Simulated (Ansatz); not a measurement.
Values for one crystal, relaxed and computed with r²SCAN in the plane-wave PAW code Ansatz; other levels are named.

| Quantity | Result |
|---|---|
| Volume per atom | 29.25 Å³ |
| Band gap | 1.33 eV (indirect) |
| Smallest direct gap on the standard path | 1.54 eV |
| Conduction-band minimum | at H (2 equivalent valleys) |
| Valence-band maximum | at L |

Task: Which compound is it?
A. Br, molecular I2 type
B. Te, trigonal Se type
C. O, α-O2
D. Se, trigonal Se type

Result: D, Se, trigonal Se type

Space group P3_121 (trigonal Se type). Symmetry was held in the r²SCAN relaxation. A crystal of weakly bound chains computed without a dispersion correction: the cell and the soft elastic constants depend strongly on that. Spin–orbit coupling is left out wherever it is not named.

Potentials: the later of the program's two PAW sets.
